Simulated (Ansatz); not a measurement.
ZnO:
```
ZnO
1.0
    3.27935     0.00000     0.00000
   -1.63968     2.84000     0.00000
    0.00000     0.00000     5.29369
Zn O
2 2
Direct
  0.66667   0.33333   0.00213
  0.33333   0.66667   0.50213
  0.66667   0.33333   0.62307
  0.33333   0.66667   0.12307
```

Relaxed with PBE. Plane-wave PAW PBE (Ansatz code) gives a gap of 0.74 eV.

What gap does HSE06 give on the same cell (Ansatz, PAW)?

2.43 eV, 1.69 eV more. The hybrid was solved on a coarser mesh and at special points; its gap is the smallest among all of these.

```csv
k,v1 PBE,c1 PBE,v1 HSE06,c1 HSE06
Γ,0.00,0.74,0.00,2.43
A,-0.37,3.37,(withheld),(withheld)
M,-0.79,5.64,(withheld),(withheld)
L,-1.31,5.66,(withheld),(withheld)
```

Top valence (v1) and lowest conduction level (c1) in eV from each method's valence maximum (which need not be a listed point): supply the withheld HSE06 values.


- A, v1 HSE06: -0.39
- A, c1 HSE06: 5.15
- M, v1 HSE06: -0.83
- M, c1 HSE06: 7.64
- L, v1 HSE06: -1.39
- L, c1 HSE06: 7.47

Cost on shared cores: the PBE run (SCF on a 10×10×5 mesh, then bands and DOS) about 24 core-seconds (a rough figure), the HSE06 run (SCF on 7×7×4, then a few points) roughly 2.6 core-minutes; the tasks are unlike.

Space group P6_3mc (wurtzite). The PBE relaxation kept the symmetry of its start; phonons on a q-mesh show no instability.

Potentials: the later of the program's two PAW sets.
